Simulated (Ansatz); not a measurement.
**Notes on FeW₃C₄**

```
CELL_PARAMETERS angstrom
0.00000 4.24107 0.00000
3.26070 0.00000 0.00000
1.63035 2.12054 -5.85371
ATOMIC_POSITIONS crystal
Fe 0.00000 0.50000 0.00000
W 0.50000 0.00000 0.00000
W 0.81111 0.81111 0.37778
W 0.18889 0.18889 0.62222
C 0.45980 0.62520 0.74960
C 0.79060 0.62520 0.74960
C 0.54020 0.37480 0.25040
C 0.20940 0.37480 0.25040
```

Single point in Ansatz 0.2.0 with r2SCAN, no spin polarisation. Cutoff 500 eV, PAW datasets, 7×7×7 Γ-centred k mesh, cold filling (width 0.0131 eV).

Problem. Give the Bader charges.

Solution. Bader charges in e: Fe +0.41, W +1.33 to +1.45, C -1.13. In the mean W gives up most and C takes most.

Problem. Where is the largest force?

Solution. The largest is on C6 (and as large on other atoms): 2.00 eV/Å, components (0.00, 1.91, 0.58). It makes 163° with the line to a nearest neighbour, C5 at 1.40 Å, pointing away from it.

Problem. What happens at the Fermi level?

Solution. It is a metal, with about 5.4 states/eV a cell as the mean within 0.25 eV of the Fermi level, mostly W d (56 %) and Fe d (32 %).

Problem. What does the stress say?

Solution. The pressure is -11.5 GPa (compression positive), so with the atoms held at these fractions the cell would first shrink; the forces are large, so a full relaxation may end otherwise. The principal stresses -18.5, -17.7, 1.6 GPa differ, so its shape would change too.

Origin: a known structure type with other elements, at an estimated volume, so it need not be a known compound. Caveats: no spin polarisation, so a magnetic state may lie lower; atoms or cell far from equilibrium.
